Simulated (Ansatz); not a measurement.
MoW:
```
CELL_PARAMETERS angstrom
      1.29272    -5.30581     0.00000
      1.29272     5.30581     0.00000
      0.00000     0.00000     4.68719
ATOMIC_POSITIONS crystal
  W  0.67929 0.32071 0.25000
  Mo 0.93110 0.06890 0.25000
  W  0.32071 0.67929 0.75000
  Mo 0.06890 0.93110 0.75000
```

Relaxed with r²SCAN. Special points in fractions of this cell's reciprocal vectors: Γ (0.000, 0.000, 0.000); Y (-0.500, 0.500, 0.000); C0 (-0.265, 0.735, 0.000); Σ0 (0.265, 0.265, 0.000); Z (0.000, 0.000, 0.500); A0 (0.265, 0.265, 0.500); E0 (-0.265, 0.735, 0.500); T (-0.500, 0.500, 0.500); S (0.000, 0.500, 0.000); R (0.000, 0.500, 0.500).

**Question.** List the band energies nearest the Fermi level at these points for DFT-r²SCAN in the program Ansatz with PAW potentials.

**Answer.** In eV from the Fermi level; about four levels below and three above (degenerate sets whole), none deeper than 8.9 eV; points with the same levels are listed once.

```
k                     below                above
--  -----------------------  -------------------
Γ    -2.09 -1.79 -0.83 0.00       0.45 1.30 1.65
Y   -2.29 -2.22 -1.63 -1.24       0.81 1.09 1.10
C0  -2.73 -1.81 -1.00 -0.32       0.32 0.61 1.64
Z   -3.27 -3.27 -2.05 -2.05  0.62 0.62 1.64 1.64
A0  -1.61 -1.61 -0.47 -0.47  0.60 0.60 1.69 1.69
T   -2.35 -2.35 -1.60 -1.60  0.86 0.86 2.43 2.43
S   -1.94 -1.83 -0.72 -0.28       0.14 0.34 1.92
R   -2.39 -2.39 -1.46 -1.46  0.13 0.13 0.43 0.43
```

Space group Cmcm. The start of the workflow was typed in or built on a structure type; neither database checked (COD, Materials Project) lists it. Whether it is the stable phase at ambient conditions was not checked. The r²SCAN relaxation kept the symmetry of its start; its stability against distortions is not shown here. No spin polarisation was allowed. Its formation energy is positive at this level, so the cell may be metastable or incomplete. Scalar-relativistic: spin–orbit coupling is off unless named, which matters more the heavier the elements.

Potentials: the later of the program's two PAW sets.
